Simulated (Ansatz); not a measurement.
**Elastic constants of W (Im-3m), step by step**

```xyz
1
Lattice="-1.5677 1.5677 1.5677 1.5677 -1.5677 1.5677 1.5677 1.5677 -1.5677" Properties=species:S:1:pos:R:3 pbc="T T T"
W     0.0000    0.0000    0.0000
```

Computed, not measured; unless marked otherwise by LDA, all-electron LAPW in Ansatz 0.2.0, scalar-relativistic. k mesh 22×22×22, strains of ±0.005, Fermi-Dirac smearing of 0.080 eV, basis error target 0.5 meV/atom. The cell was relaxed by PAW under this functional.

The cell is cubic and carries a residual pressure of 0.01 GPa at this level. Each strain component that symmetry leaves independent is applied at ±0.005 and ±0.01, the ions relax wherever a strain frees them, and the stress (tension positive, GPa) is read. Shears are engineering strains, γ = 2ε.

```
strain    size      σxx      σyy      σzz      σyz     σxz     σxy
    xx   -0.01  -5.6800  -2.3194  -2.3194   0.0000  0.0000  0.0000
    xx  -0.005  -2.8014  -1.1511  -1.1511   0.0000  0.0000  0.0000
    xx  +0.005   2.6846   1.0912   1.0912   0.0000  0.0000  0.0000
    xx   +0.01   5.2991   2.1675   2.1675   0.0000  0.0000  0.0000
    yz   -0.01  -0.0398  -0.0404  -0.0404  -1.3839  0.0000  0.0000
    yz  -0.005  -0.0208  -0.0210  -0.0210  -0.6892  0.0000  0.0000
    yz  +0.005  -0.0208  -0.0210  -0.0210   0.6892  0.0000  0.0000
    yz   +0.01  -0.0398  -0.0404  -0.0404   1.3839  0.0000  0.0000
```

The slope is [8(σ(+δ) − σ(−δ)) − (σ(+2δ) − σ(−2δ))]/(12δ), and the program imposes the crystal's symmetry on the matrix.

Question: What are the independent elastic constants?

Answer: C11 = 548.5, C12 = 224.2, C44 = 137.6 GPa.

Question: Do they meet the Born conditions?

Answer: C11 − C12 = 324.3, C11 + 2C12 = 996.9 and C44 = 137.6 GPa must all be positive, so the crystal is elastically stable; that says nothing yet of its phonons.

Question: What moduli does a random aggregate of grains have?

Answer: B = (C11 + 2C12)/3 = 332.3 GPa. G_V = (C11 − C12 + 3C44)/5 = 147.4 and G_R = 5(C11 − C12)C44/(4C44 + 3(C11 − C12)) = 146.5, so G_H = 147.0 GPa. Then E = 9BG/(3B + G) = 384.3 GPa, ν = (3B − 2G)/(6B + 2G) = 0.307 and B/G = 2.26, on the ductile side of Pugh's 1.75 (a rule of thumb).

Question: With the density of 19.809 g/cm³, how fast does sound travel, and what Debye temperature follows?

Answer: 

| direction | slow (m/s) | middle (m/s) | fast (m/s) |
| --- | --- | --- | --- |
| [100] | 2636 | 2636 | 5262 |
| [110] | 2636 | 2861 | 5143 |
| [111] | 2788 | 2788 | 5103 |

The mean of v⁻³ over directions and branches gives v_m = 3044 m/s and θ_D = (ħ/k_B) v_m (6π²n)^(1/3) = 364 K, n being atoms per volume. Young's modulus spans 363 to 418 GPa over directions, and the universal anisotropy index is 0.03.

Question: How far do the constants move if PAW replaces LAPW in the same cell?

Answer: 

```json
{"constant": "C11", "LAPW (GPa)": "548.5", "PAW (GPa)": "550.0", "difference": "1.5"}
{"constant": "C12", "LAPW (GPa)": "224.2", "PAW (GPa)": "225.8", "difference": "1.6"}
{"constant": "C44", "LAPW (GPa)": "137.6", "PAW (GPa)": "137.7", "difference": "0.1"}
```

Question: What happens at 2 GPa (cell relaxed there)?

Answer: The volume falls to 0.9943 of its value, and C11 = 559.4, C12 = 230.6, C44 = 140.5 GPa (slopes of the stress), in this structure whether or not another phase takes over.

Keep in mind: responses of metals move with mesh and smearing; no spin-orbit coupling on heavy atoms; the frozen-core PAW files of the compared runs were fitted under PBE, their cores solved anew for this functional.
